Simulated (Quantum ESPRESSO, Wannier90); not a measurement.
## Ga (Cmce), plane waves to Wannier functions

```yaml
crystal:
  lattice:
    - [2.21603, -3.79899, 0.00000]
    - [2.21603, 3.79899, 0.00000]
    - [0.00000, 0.00000, 4.55550]
  atoms:
    - { symbol: Ga, position: [0.65570, 0.34430, 0.41540] }
    - { symbol: Ga, position: [0.34430, 0.65570, 0.58460] }
    - { symbol: Ga, position: [0.84430, 0.15570, 0.91540] }
    - { symbol: Ga, position: [0.15570, 0.84430, 0.08460] }
```

Cell from Materials Project (mp-142), symmetrised, no further relaxation. COD (Crystallography Open Database) has the formula in 4 space groups, this one among them (matched by group alone). Computed values, not measurements, from PBEsol: Quantum ESPRESSO (norm-conserving PseudoDojo potentials, cutoff 64 Ry, no spin polarisation, no spin-orbit coupling) on a Γ-centred 6×6×6 mesh, then Wannier90. Density: 12×12×10 mesh, cold smearing 0.01 Ry.

Functional, cutoff and mesh named above are those of the base row (6×6×6); the first column says what each row takes instead. Model: 16 functions from bands 21-46, start hydrogen-like Ga: s;p, centres 0.05 Å off the atoms, frozen window tied to the conduction edge or Fermi level of each row, as listed, which moves Ω_I and hoppings a little by itself. Energies are relative to the Fermi level; the misfit is to pw.x on a path, for states up to 1.0 eV relative to the Fermi level. Only the mesh of Bloch states changes. The disentangled Ω_I can sit in another minimum from row to row.

Task: Among the meshes 2×2×2, 3×3×3, 4×4×4, 5×5×5, 6×6×6, 7×7×7, which is the coarsest that interpolates to 20 meV rms?

Result: 5×5×5.

| mesh | frozen to (eV) | Ω_I (Å²) | rms misfit (meV) | k-points (cost) | rough cost of nscf and overlaps (first row = 1) |
|---|---|---|---|---|---|
| 2×2×2 | 1.50 | 16.96 | 172 | 8 | 1.0 |
| 3×3×3 | 1.50 | 19.63 | 77 | 27 | 3 |
| 4×4×4 | 1.50 | 21.94 | 23 | 64 | 4 |
| 5×5×5 | 1.50 | 23.14 | 20 | 125 | 12 |
| 6×6×6 | 1.50 | 23.97 | 7.6 | 216 | 21 |
| 7×7×7 | 1.50 | 24.59 | 7.8 | 343 | 29 |

Ω_I still rises with the mesh: the finite-difference spreads converge slowly and from below.
